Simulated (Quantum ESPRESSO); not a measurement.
## Si5PGeAl (a curve over one atom's position)

A calculation, not a measurement. The program is pw.x of Quantum ESPRESSO 7.5 (plane-wave density functional theory). The cell is made up: 8 atoms on a zincblende/diamond lattice, with randomly drawn elements, strain and displacements, not relaxed. PseudoDojo standard norm-conserving files (v0.5 for PBE, v0.4.1 for LDA and PBEsol) set the functional; there is no spin polarisation, spin-orbit coupling or dispersion term, and the masses in the input are unused placeholders.

Seven runs move atom 1 (Si, counted in the order of the input) along z and keep all else fixed.

Input of the run at +0.0065:

```
&control calculation='scf', pseudo_dir='./dojo.nc.sr.pbe.v0_5.standard.upf', outdir='./o', disk_io='medium', tprnfor=.true., tstress=.true. /
&system ibrav=0, nat=8, ntyp=4, nbnd=31, ecutwfc=77.98206166, nosym=.true., tot_charge=0,
 occupations='smearing', smearing='fd', degauss=0.0073498644
/
&electrons conv_thr=7.350e-09, electron_maxstep=60, /
ATOMIC_SPECIES
Al 1.0 Al.upf
Ge 1.0 Ge.upf
P 1.0 P.upf
Si 1.0 Si.upf
CELL_PARAMETERS angstrom
5.6433 0.0 0.0
0.0 5.6433 0.0
0.0 0.0 5.6433
ATOMIC_POSITIONS angstrom
Si -0.0179 -0.0036 0.1302
Si 0.0094 2.7659 2.7883
Si 2.838 -0.0042 2.7034
Si 2.8595 2.8646 -0.0163
P 1.3715 1.4362 1.4503
Ge 1.4862 4.3225 4.2535
Si 4.2022 1.4696 4.3489
Al 4.1685 4.2075 1.4172
K_POINTS automatic
6 6 6 1 1 1
```

```
shift of atom 1 along z (Å)  free energy less that of the input shown (eV)  Fx on atom 1 (eV/Å)  Fy on atom 1 (eV/Å)  Fz on atom 1 (eV/Å)  pressure (GPa)  iterations
                    -0.0908                                        -0.0379               -0.065                0.419                0.069           -3.22          10
                    -0.0743                                        -0.0378               -0.032                0.441               -0.087           -3.22          10
                    -0.0261                                        -0.0226                0.064                0.508               -0.542           -3.20          10
                    -0.0161                                        -0.0167                0.084                0.522               -0.635           -3.20          10
                    +0.0065                                         0.0000                0.129                0.554               -0.847           -3.18          10
                    +0.0785                                         0.0848                0.270                0.657               -1.506           -3.07          10
                    +0.0912                                         0.1047                0.295                0.675               -1.619           -3.04          10
```

A cubic fit gives dFz/dz = -9.33 eV/Å² at zero shift. Across the table the free energy follows the integral of the force to within 0.1 meV. A rerun of one of the cells at 1347 eV and a 8 x 8 x 8 mesh moved values by no more than 0.002 eV in energy, 0.02 GPa in stress and 0.003 eV/Å in force.